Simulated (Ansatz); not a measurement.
Sc:
```yaml
crystal:
  lattice:
    - [3.22960, 0.00000, 0.00000]
    - [-1.61480, 2.79691, 0.00000]
    - [0.00000, 0.00000, 4.98532]
  atoms:
    - { symbol: Sc, position: [0.33333, 0.66667, 0.75000] }
    - { symbol: Sc, position: [0.66667, 0.33333, 0.25000] }
```

Relaxed with LDA. Special points in fractions of this cell's reciprocal vectors: Γ (0.000, 0.000, 0.000); M (0.500, 0.000, 0.000); K (0.333, 0.333, 0.000); A (0.000, 0.000, 0.500); L (0.500, 0.000, 0.500); H (0.333, 0.333, 0.500).

Problem. List the band energies nearest the Fermi level at these points for DFT-LDA in the program Ansatz with PAW potentials.

Solution. In eV from the Fermi level; about four levels below and three above (degenerate sets whole), none deeper than 8.9 eV; points with the same levels are listed once.

```
k                    below                          above
-  -----------------------  -----------------------------
Γ              -5.22 -1.75                 1.00 1.64 1.64
M  -1.65 -1.17 -0.79 -0.26                 1.33 1.44 2.05
K  -0.72 -0.72 -0.65 -0.61                 1.09 1.09 2.31
A              -3.56 -3.56  1.05 1.05 1.53 1.53 1.53 1.53
L              -1.60 -1.60            0.10 0.10 1.50 1.50
H  -0.44 -0.44 -0.19 -0.19            0.37 0.37 2.56 2.56
```

Space group P6_3/mmc (hcp (Mg type)). The cell was relaxed with LDA under the symmetry of its start. The run is not spin-polarised.

Potentials: the later of the program's two PAW sets.
